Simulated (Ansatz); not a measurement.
Trial structure of KAuS2, not yet relaxed:

```cif
data_structure
_symmetry_space_group_name_H-M 'P4/mmm'
_symmetry_Int_Tables_number 123
_cell_length_a 4.7520
_cell_length_b 4.7520
_cell_length_c 4.6670
_cell_angle_alpha 90.000
_cell_angle_beta 90.000
_cell_angle_gamma 90.000
_cell_volume 105.39
loop_
_atom_site_label
_atom_site_type_symbol
_atom_site_symmetry_multiplicity
_atom_site_Wyckoff_symbol
_atom_site_fract_x
_atom_site_fract_y
_atom_site_fract_z
_atom_site_occupancy
K1 K 1 d 0.50000 0.50000 0.50000 1
S1 S 2 f 0.50000 0.00000 0.00000 1
Au1 Au 1 a 0.00000 0.00000 0.00000 1
```

These are results of DFT PBE, scalar-relativistic, plane waves, PAW (Ansatz), not measurements. Settings: cutoff 420 eV, Γ-centred mesh 4×4×4 on the computed 4-atom cell, Gaussian smearing of 0.10 eV; no spin polarisation.

The zero of energy is the elements' standard structures at the same level; no fitted shifts are applied.

Task: What does a single point on this coarse mesh give?

Result: The pressure is 2.4 GPa (the mean over three directions, positive in compression), the largest force is 0.00 eV/Å (symmetry fixes the atoms), and the energy is −0.29 eV/atom against the elements. The shortest distance is 2.38 Å.

Task: Is it a good guess?

Result: A good one: relaxing gains under 0.1 eV/atom (the start's value is from the coarse mesh, so the gain is rough) in 5 ionic steps and ends at −0.26 eV/atom on the finer mesh. The symmetry stays P4/mmm (No. 123). The volume per atom grows by 4.2 %, from 26.3 to 27.5 Å³. The shortest distance goes from 2.38 Å (Au–S) to 2.42 Å (Au–S). Conventional cell: a = 4.845 Å, c = 4.679 Å. K has 8 S at 3.37 Å; S has 2 Au at 2.42 Å and 4 K at 3.37 Å; Au has 4 S at 2.42 Å.

The last run used a 10×10×10 mesh for its 4-atom cell and Gaussian smearing of 0.10 eV. Spin–orbit coupling, which can matter for Au, is left out. The reference form of S is held partly by dispersion forces, which this level lacks. The relaxation can't lower the symmetry of the start, and the grade says only how near the guess is to its own end. Symmetry constrained the relaxation, so the result can be a saddle point.
